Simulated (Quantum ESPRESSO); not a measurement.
## Nb3Ag4W (input and log of a self-consistent run)

Simulated, not a measurement. The program is pw.x of Quantum ESPRESSO 7.5 (plane-wave density functional theory). The cell is made up: eight metal atoms on a hexagonal close-packed lattice, with elements, volume, strain and displacements drawn at random and not relaxed, so it may be unstable or far from any real phase. PseudoDojo standard norm-conserving files set the functional (PBE unless stated); there is no spin polarisation or spin-orbit coupling, the Fermi-Dirac width of 0.25 eV means electrons at about 2900 K, and the masses in the input are unused placeholders. Heavy elements are run without spin-orbit coupling, which real alloys of them have. A spin test at this wide smearing found no moment, but such smearing suppresses magnetism that the real alloy may have.

Input:

```
&control calculation='scf', pseudo_dir='./dojo.nc.sr.pbe.v0_5.standard.upf', outdir='./o', disk_io='minimal', tprnfor=.true., tstress=.true. /
&system ibrav=0, nat=8, ntyp=3, nbnd=78, ecutwfc=82.02448710, nosym=.true., tot_charge=0,
 occupations='smearing', smearing='fd', degauss=0.0183746611
/
&electrons conv_thr=1.470e-08, electron_maxstep=70, mixing_beta=0.5 /
ATOMIC_SPECIES
Ag 1.0 Ag.upf
Nb 1.0 Nb.upf
W 1.0 W.upf
CELL_PARAMETERS angstrom
-2.859 0.0 0.0
0.0 0.0 -4.6253
0.0 -9.9038 0.0
ATOMIC_POSITIONS angstrom
Nb -0.0297 -0.0545 0.0058
Ag -0.0398 -4.9798 0.0366
Nb -0.0481 -3.336 -2.3127
Nb 0.0174 -8.2068 -2.2855
Ag -1.4621 -2.5133 -0.022
W -1.4634 -7.4448 0.0188
Ag -1.3936 -0.8675 -2.3312
Ag -1.392 -5.7658 -2.2559
K_POINTS automatic
8 5 3 1 1 1
```

The log is shortened where brackets say so; the opening notice, blank lines, dates and the lines on written files are dropped, and the path of the files is cut. It prints rydbergs, bohrs and kilobars, and counts compression as positive stress. Its total energy is the free energy E - TS of the whole cell.

```
     Program PWSCF v.7.5
     Parallel version (MPI & OpenMP), running on       4 processor cores
     Number of MPI processes:                 4
     Threads/MPI process:                     1
     [start-up lines left out]
     bravais-lattice index     =            0
     lattice parameter (alat)  =       5.4027  a.u.
     unit-cell volume          =     883.7970 (a.u.)^3
     number of atoms/cell      =            8
     number of atomic types    =            3
     number of electrons       =       129.00
     number of Kohn-Sham states=           78
     kinetic-energy cutoff     =      82.0245  Ry
     charge density cutoff     =     328.0979  Ry
     scf convergence threshold =      1.5E-08
     mixing beta               =       0.5000
     number of iterations used =            8  plain     mixing
     Exchange-correlation= PBE
                           (   1   4   3   4   0   0   0)
     [axes and pseudopotential details left out]
   Cartesian axes
     site n.     atom                  positions (alat units)
         1        Nb     tau(   1) = (  -0.0103882  -0.0190626   0.0020287  )
         2        Ag     tau(   2) = (  -0.0139210  -1.7417978   0.0128017  )
         3        Nb     tau(   3) = (  -0.0168241  -1.1668416  -0.8089192  )
         4        Nb     tau(   4) = (   0.0060860  -2.8705142  -0.7994054  )
         5        Ag     tau(   5) = (  -0.5114026  -0.8790836  -0.0076950  )
         6        W      tau(   6) = (  -0.5118573  -2.6039874   0.0065757  )
         7        Ag     tau(   7) = (  -0.4874432  -0.3034278  -0.8153900  )
         8        Ag     tau(   8) = (  -0.4868835  -2.0167191  -0.7890521  )
     number of k points=    60  Fermi-Dirac smearing, width (Ry)=  0.0184
                       cart. coord. in units 2pi/alat
        k(    1) = (  -0.0625000  -0.0481128  -0.0618122), wk =   0.0333333
        k(    2) = (  -0.0625000   0.1443385  -0.0618122), wk =   0.0333333
     [further k points left out]
     Dense  grid:    88767 G-vectors     FFT dimensions: (  32,  54, 108)
     Estimated max dynamical RAM per process >     357.55 MB
     Estimated total dynamical RAM >       1.33 GB
     Initial potential from superposition of free atoms
     starting charge     128.9907, renormalised to     129.0000
     Starting wfcs are   80 randomized atomic wfcs
     total cpu time spent up to now is        6.4 secs
     per-process dynamical memory:   281.4 Mb
     Self-consistent Calculation
     iteration #  1     ecut=    82.02 Ry     beta= 0.50
     Davidson diagonalization with overlap
     ethr =  1.00E-02,  avg # of iterations =  4.6
     total cpu time spent up to now is       23.0 secs
     total energy              =   -1761.79950002 Ry
     estimated scf accuracy    <       5.72329437 Ry
     iteration #  2     ecut=    82.02 Ry     beta= 0.50
     Davidson diagonalization with overlap
     ethr =  4.44E-03,  avg # of iterations =  5.7
     total cpu time spent up to now is       42.4 secs
     total energy              =   -1758.03181889 Ry
     estimated scf accuracy    <     176.37605067 Ry
     iteration #  3     ecut=    82.02 Ry     beta= 0.50
     Davidson diagonalization with overlap
     ethr =  4.44E-03,  avg # of iterations =  6.2
     total cpu time spent up to now is       62.3 secs
     total energy              =   -1764.44647622 Ry
     estimated scf accuracy    <       8.42840067 Ry
     iteration #  4     ecut=    82.02 Ry     beta= 0.50
     Davidson diagonalization with overlap
     ethr =  4.44E-03,  avg # of iterations =  2.8
     total cpu time spent up to now is       76.0 secs
     total energy              =   -1764.95602980 Ry
     estimated scf accuracy    <       6.46460343 Ry
     iteration #  5     ecut=    82.02 Ry     beta= 0.50
     Davidson diagonalization with overlap
     ethr =  4.44E-03,  avg # of iterations =  1.5
     total cpu time spent up to now is       88.6 secs
     total energy              =   -1765.30987449 Ry
     estimated scf accuracy    <       0.43664289 Ry
     [iterations 6 to 12 left out]
     iteration # 13     ecut=    82.02 Ry     beta= 0.50
     Davidson diagonalization with overlap
     ethr =  3.26E-09,  avg # of iterations =  4.3
     total cpu time spent up to now is      200.7 secs
     total energy              =   -1765.36800525 Ry
     estimated scf accuracy    <       0.00000057 Ry
     iteration # 14     ecut=    82.02 Ry     beta= 0.50
     Davidson diagonalization with overlap
     ethr =  4.39E-10,  avg # of iterations =  3.5
     total cpu time spent up to now is      214.6 secs
     total energy              =   -1765.36800511 Ry
     estimated scf accuracy    <       0.00000515 Ry
     iteration # 15     ecut=    82.02 Ry     beta= 0.50
     Davidson diagonalization with overlap
     ethr =  4.39E-10,  avg # of iterations =  2.5
     total cpu time spent up to now is      228.1 secs
     total energy              =   -1765.36800537 Ry
     estimated scf accuracy    <       0.00000012 Ry
     iteration # 16     ecut=    82.02 Ry     beta= 0.50
     Davidson diagonalization with overlap
     ethr =  9.42E-11,  avg # of iterations =  2.3
     total cpu time spent up to now is      241.6 secs
     total energy              =   -1765.36800538 Ry
     estimated scf accuracy    <       0.00000003 Ry
     iteration # 17     ecut=    82.02 Ry     beta= 0.50
     Davidson diagonalization with overlap
     ethr =  2.25E-11,  avg # of iterations =  2.1
     total cpu time spent up to now is      254.9 secs
     End of self-consistent calculation
     [lines on levels left out]
!    total energy              =   -1765.36800539 Ry
     estimated scf accuracy    <          8.1E-10 Ry
     smearing contrib. (-TS)   =      -0.09771055 Ry
     internal energy E=F+TS    =   -1765.27029484 Ry
     The total energy is F=E-TS. E is the sum of the following terms:
     one-electron contribution =    -585.29422503 Ry
     hartree contribution      =     371.99209513 Ry
     xc contribution           =    -296.95676214 Ry
     ewald contribution        =   -1255.01140280 Ry
     convergence has been achieved in  17 iterations
     Forces acting on atoms (cartesian axes, Ry/au):
     atom    1 type  2   force =     0.00245741    0.03806537   -0.00574972
     atom    2 type  1   force =     0.00657652    0.00199835   -0.00017260
     atom    3 type  2   force =     0.01043359    0.01634702   -0.00150628
     atom    4 type  2   force =     0.00263152   -0.02360116   -0.00399126
     atom    5 type  1   force =    -0.00180549   -0.00297565    0.00678815
     atom    6 type  3   force =     0.00033920   -0.02980395    0.00693982
     atom    7 type  1   force =    -0.01117186   -0.00853228    0.00684416
     atom    8 type  1   force =    -0.00946089    0.00850230   -0.00915228
     Total force =     0.063074     Total SCF correction =     0.000161
     Computing stress (Cartesian axis) and pressure
          total   stress  (Ry/bohr**3)                   (kbar)     P=      132.75
   0.00046308   0.00003868  -0.00000247           68.12        5.69       -0.36
   0.00003868   0.00115497  -0.00000071            5.69      169.90       -0.10
  -0.00000247  -0.00000071   0.00108923           -0.36       -0.10      160.23
     init_run     :      5.71s CPU      5.92s WALL (       1 calls)
     electrons    :    243.46s CPU    248.54s WALL (       1 calls)
     forces       :      1.86s CPU      1.86s WALL (       1 calls)
     stress       :      6.37s CPU      6.37s WALL (       1 calls)
     [timing details left out]
     PWSCF        :   4m17.88s CPU   4m23.20s WALL
     JOB DONE.
```

In other units: free energy -24019.055 eV for the cell, pressure 13.28 GPa, largest force component 0.979 eV/Å in size. The run took 265 s of wall time with four MPI processes on a shared machine (Intel Xeon, 2023 or later, virtual cores), so the time is rough. A rerun of this cell at a higher cutoff and on a denser mesh moved values by no more than 0.006 eV in energy, 0.20 GPa in stress and 0.009 eV/Å in force, and a second program with other atomic files agreed on that cell to 2 % rms in force and 0.5 GPa in pressure.